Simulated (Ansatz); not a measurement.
Li2Ga in space group Cmcm (No. 63; Li on 4c, Ga on 4c, Li on 4c) at seven volumes, DFT-r²SCAN in the program Ansatz with PAW potentials, shape and atoms relaxed at each. One row is withheld.

```tsv
V (Å³/atom)	P (GPa)
13.878	3.96
14.335	2.43
14.793	1.12
15.250	0.00
15.708	-0.96
16.165	?
16.623	-2.47
```

### Question
Fit the shown pressures and predict the withheld one.

### Answer
P = (3/2)B₀(x^(7/2) − x^(5/2))[1 + (3/4)(B′ − 4)(x − 1)] with x = (V₀/V)^(2/3). Least squares on the six rows gives V₀ = 15.250 Å³/atom, B₀ = 34.4 GPa, B′ = 4.23. At V = 16.165, x = 0.9619 and P = -1.77 GPa. The run itself gave -1.77 GPa.

The workflow started from an entry of the Crystallography Open Database (COD). Its standing as an ambient phase is unchecked. The r²SCAN relaxation kept the symmetry of its start; its stability against distortions is not shown here.

Potentials: the later of the program's two PAW sets.
